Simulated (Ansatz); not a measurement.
Nuclear-site quantities of TiPd as the cell is scaled

```yaml
crystal:
  lattice:
    - [3.18000, 0.00000, 0.00000]
    - [0.00000, 3.18000, 0.00000]
    - [0.00000, 0.00000, 3.18000]
  atoms:
    - { symbol: Ti, position: [0.50000, 0.50000, 0.50000] }
    - { symbol: Pd, position: [0.00000, 0.00000, 0.00000] }
```

Atoms are numbered in the order listed.

The geometry is COD entry 1523469, unchecked; take it as a test cell.

Spin polarisation is left out, and whether a magnetic state lies lower isn't shown here.

Theory: DFT, PBEsol, all-electron PAW with datasets made for the crystal, scalar-relativistic (Ansatz 0.2.0).

Numerical set-up: a Γ-centred 13×13×13 k mesh, Fermi–Dirac smearing of 0.08 eV, cutoff 260 eV (chosen by the program for this cell), no spin polarisation.

The contact density is the mean electron density over the nuclear volume; its changes follow the s electrons' response to bonding and compression. Changes below are taken from the unscaled cell, where it is 56689.2 e/Å³ at Ti1, 864386 e/Å³ at Pd2.

Volumes at which the program chose other datasets or cutoffs are left out.

The datasets are made afresh for each cell, so very small changes are uncertain.

(1) Does compression raise or lower the contact density at Ti1?

(2) Tabulate the changes with volume.

Answers

(1) It raises it, by 0.97 e/Å³ over the whole range.

(2) 
```tsv
V/V(cell)	P (GPa)	Δρ(0) Ti1 (e/Å³)	Δρ(0) Pd2 (e/Å³)
0.9800	-3.9	0.25	2.25
0.9900	-5.4	0.12	1.12
1.0000	-6.8	0.00	0.00
1.0100	-8.2	-0.12	-1.10
1.0200	-9.5	-0.24	-2.18
1.0400	-11.8	-0.48	-4.30
1.0600	-13.8	-0.72	-6.36
```
